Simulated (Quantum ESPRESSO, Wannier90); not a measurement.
Rh (fcc (Cu type)), plane waves to Wannier functions

```yaml
crystal:
  lattice:
    - [0.00000, 1.90298, 1.90298]
    - [1.90298, 0.00000, 1.90298]
    - [1.90298, 1.90298, 0.00000]
  atoms:
    - { symbol: Rh, position: [0.00000, 0.00000, 0.00000] }
```

Cell from Materials Project (mp-74), symmetrised, no further relaxation. This is the element's usual structure. Method: PBEsol plane waves in Quantum ESPRESSO 7.5 (PseudoDojo norm-conserving files, 71 Ry, spinors with spin-orbit coupling), Bloch states on a 10×10×10 mesh through Γ, Wannier90 4.0.1. Density: 18×18×18 mesh, cold smearing 0.01 Ry.

The plane-wave run has 42 bands and 17 electrons a cell. On the energy scale of pw.x, whose zero is arbitrary, the Fermi level lies at 22.48 eV.

Isolated groups of bands, relative to the Fermi level (bands from 9 on overlap up to the last one computed):

```csv
bands,from (eV),to (eV),filling,weight on atomic waves
1–2,-78.82,-78.67,filled,Rh 4s 97 %
3–4,-49.42,-49.07,filled,Rh 4p 99 %
5–8,-45.65,-45.07,filled,Rh 4p 99 %
```

Input w.win, without the blocks of cell, atoms and k-points (1000 lines):

```
num_bands = 34
num_wann = 18
exclude_bands = 1-8
spinors = true
num_iter = 1000
conv_tol = 1.0e-6
conv_window = 4
dis_num_iter = 1000
dis_conv_tol = 1.0e-6
dis_froz_max = 23.98
dis_win_max = 45.45
write_hr = true
write_u_matrices = true
begin projections
f=-0.00195,-0.02012,0.01539: s;p;d
end projections
mp_grid = 10 10 10
```

wannier90.x stops with:
```
dis_windows: Energy window contains fewer states than number of target WFs
```
At some k-point the outer window holds fewer bands than num_wann, so no subspace of that size can be extracted. Mended as below, all else unchanged, the run goes through (Ω_I = 14.6 Å²) and follows the plane-wave bands to 2.8 meV rms (states up to 1.0 eV relative to the Fermi level).
Remove the line dis_win_max = 45.45.
